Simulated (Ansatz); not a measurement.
SnSe$_{2}$:
```
CELL_PARAMETERS angstrom
      3.82179     0.00000     0.00000
     -1.91090     3.30977     0.00000
      0.00000     0.00000    33.00000
ATOMIC_POSITIONS crystal
  Se 0.66667 0.33333 0.54775
  Sn 0.00000 0.00000 0.50000
  Se 0.33333 0.66667 0.45225
```
The layer is periodic in x and y and isolated along z.

Relaxed with r²SCAN+D4.

Q: Tabulate the total density of states from r²SCAN+D4 in the plane-wave PAW code Ansatz.

A: States/eV per cell of 3 atoms, means over 0.25 eV bins, energy of the bin centre from the valence-band maximum.

| E (eV) | total |
|---|---|
| -7.85 | 0.00 |
| -7.60 | 0.00 |
| -7.35 | 0.04 |
| -7.10 | 2.36 |
| -6.85 | 1.27 |
| -6.60 | 0.90 |
| -6.35 | 0.78 |
| -6.10 | 0.76 |
| -5.85 | 0.90 |
| -5.60 | 0.99 |
| -5.35 | 0.00 |
| -5.10 | 0.00 |
| -4.85 | 0.00 |
| -4.60 | 0.11 |
| -4.35 | 1.42 |
| -4.10 | 1.93 |
| -3.85 | 1.33 |
| -3.60 | 1.26 |
| -3.35 | 1.30 |
| -3.10 | 1.61 |
| -2.85 | 1.79 |
| -2.60 | 2.19 |
| -2.35 | 3.77 |
| -2.10 | 1.84 |
| -1.85 | 1.34 |
| -1.60 | 1.09 |
| -1.35 | 1.10 |
| -1.10 | 3.21 |
| -0.85 | 4.42 |
| -0.60 | 4.38 |
| -0.35 | 4.21 |
| -0.10 | 1.68 |
| 0.15 | 0.00 |
| 0.40 | 0.00 |
| 0.65 | 0.00 |
| 0.90 | 0.00 |
| 1.15 | 0.30 |
| 1.40 | 0.69 |
| 1.65 | 0.83 |
| 1.90 | 1.05 |
| 2.15 | 2.19 |
| 2.40 | 1.58 |
| 2.65 | 1.36 |
| 2.90 | 0.00 |
| 3.15 | 0.00 |
| 3.40 | 0.00 |
| 3.65 | 0.02 |
| 3.90 | 0.13 |
| 4.15 | 0.19 |
| 4.40 | 0.41 |
| 4.65 | 1.08 |
| 4.90 | 2.25 |
| 5.15 | 1.98 |
| 5.40 | 2.40 |
| 5.65 | 2.15 |
| 5.90 | 5.23 |

Space group P-3m1 (1T). A layer that has been made, often on a substrate. Symmetry was held in the r²SCAN+D4 relaxation; its stability against distortions is not shown here. Spin–orbit coupling is left out wherever it is not named.

Potentials: the later of the program's two PAW sets.
